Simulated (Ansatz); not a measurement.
Input:

SiB:
```yaml
crystal:
  lattice:
    - [3.17526, 0.00000, 0.00000]
    - [-1.58763, 2.74986, 0.00000]
    - [0.00000, 0.00000, 5.85966]
  atoms:
    - { symbol: Si, position: [0.33333, 0.66667, 0.35693] }
    - { symbol: Si, position: [0.66667, 0.33333, 0.85693] }
    - { symbol: B, position: [0.33333, 0.66667, 0.01806] }
    - { symbol: B, position: [0.66667, 0.33333, 0.51806] }
```

This is the PBE-relaxed structure.

All from the program Ansatz at the PBE level (PAW), unless another level is named. Estimate the electronic character.

metallic (no gap).

Give the formation energy from the elements (no fitted shifts).

0.39 eV/atom.

And the density of states at the Fermi level?

0.38 states/eV per atom (mean over ±0.08 eV).

Space group P6_3mc (wurtzite). The first step of the workflow began from a Materials Project structure, measured or hypothetical; the Crystallography Open Database copy checked does not list it. Its standing as an ambient phase is unchecked. The PBE relaxation kept the symmetry of its start; whether a distortion lowers the energy is not shown. Its formation energy is positive at this level, so the cell may be metastable or incomplete. The references are the lowest solids computed at this level, not always the standard phases.

Potentials: the later of the program's two PAW sets.
